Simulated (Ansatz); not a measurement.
## From the elastic tensor of ZnNi at 8 GPa (stress–strain coefficients) to moduli and sound speeds

The calculation used Ansatz, DFT LDA, scalar-relativistic, plane waves, PAW. Cutoff 420 eV, 16×16×14 k-points (Γ-centred), Fermi-Dirac smearing of 0.15 eV. No spin polarisation.

Symmetry: P4/mmm, No. 123, tetragonal system. Conventional cell: a = 2.600 Å, b = 2.600 Å, c = 3.150 Å, α = 90.00°, β = 90.00°, γ = 90.00°. Zn (site symmetry 4/mmm) is surrounded by 8 Ni at 2.42 Å and 4 Zn at 2.60 Å. Ni (site symmetry 4/mmm) is surrounded by 8 Zn at 2.42 Å and 4 Ni at 2.60 Å.

In a metal, frequencies and elastic constants depend on the k mesh and the smearing, soft modes and shear constants most. Spin polarisation was left out, and a magnetic state may lie lower. Other phases may be more stable at this pressure.

Relaxed-ion constants (GPa, on the Cartesian axes of the calculation):
```
328.9 144.9 214.4   0.0   0.0   0.0
144.9 328.9 214.4   0.0   0.0   0.0
214.4 214.4 255.2   0.0   0.0   0.0
  0.0   0.0   0.0 149.1   0.0   0.0
  0.0   0.0   0.0   0.0 149.1   0.0
  0.0   0.0   0.0   0.0   0.0  89.5
```

Density 9.676 g/cm³; 2 atoms in 21.29 Å³.

The values that follow are for a polycrystal of randomly turned grains, by Hill's mean where one number stands. In a crystal this anisotropic the Voigt and Reuss bounds lie far apart, so Hill's mean and the sound speeds and Debye temperature from it are rough.

* Bulk modulus, Voigt / Reuss / Hill: 228.9 / 228.9 / 228.9 GPa
* Shear modulus, Voigt / Reuss / Hill: 100.2 / 60.3 / 80.3 GPa
* Young's modulus: 216 GPa
* Poisson ratio: 0.343
* Pugh ratio B/G: 2.85
* Universal anisotropy index: 3.30
* Longitudinal and transverse sound speeds: 5892 and 2880 m/s
* Debye temperature from the mean sound speed: 438 K

Cost: 1 run of about 3.6 core-minutes, on Arm Neoverse V2 (shared hosts).